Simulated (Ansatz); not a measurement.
CoMo:
```yaml
crystal:
  lattice:
    - [2.62298, 0.00000, 0.00000]
    - [0.00000, 2.62298, 0.00000]
    - [0.00000, 0.00000, 3.67991]
  atoms:
    - { symbol: Co, position: [0.00000, 0.00000, 0.00000] }
    - { symbol: Mo, position: [0.50000, 0.50000, 0.50000] }
```

Relaxed with r²SCAN. Special points in fractions of this cell's reciprocal vectors: Γ (0.000, 0.000, 0.000); X (0.000, 0.500, 0.000); M (0.500, 0.500, 0.000); Z (0.000, 0.000, 0.500); R (0.000, 0.500, 0.500); A (0.500, 0.500, 0.500).

Q: List the band energies nearest the Fermi level at these points for DFT-r²SCAN in the program Ansatz with PAW potentials.

A: In eV from the Fermi level; about four levels below and three above (degenerate sets whole), none deeper than 8.9 eV; points with the same levels are listed once.

| k | below | above |
|---|---|---|
| Γ | -1.69 -1.69 -1.43 -0.49 | 0.32 3.26 3.26 |
| X | -2.28 -2.17 -1.20 -0.85 | 0.76 1.92 2.59 |
| M | -6.32 -4.54 -4.54 -4.51 | 0.45 0.69 2.20 2.20 |
| Z | -1.34 -0.99 -0.99 -0.40 | 0.30 1.57 1.57 |
| R | -1.79 -1.78 -1.73 -1.43 | 0.27 0.64 1.43 |
| A | -3.09 -2.22 -2.22 -0.94 | 0.45 2.38 6.14 |

Space group P4/mmm (L1₀ or tetragonal B2). The start of the workflow was typed in or built on a structure type; neither database checked (COD, Materials Project) lists it. Its standing as an ambient phase is unchecked. Symmetry was held in the r²SCAN relaxation; its stability against distortions is not shown here. The workflow began spin-polarised and lost its moments. Its formation energy is positive at this level, so the cell may be metastable or incomplete. Scalar-relativistic: spin–orbit coupling is off unless named, which matters more the heavier the elements.

Potentials: the earlier of the program's two PAW sets.
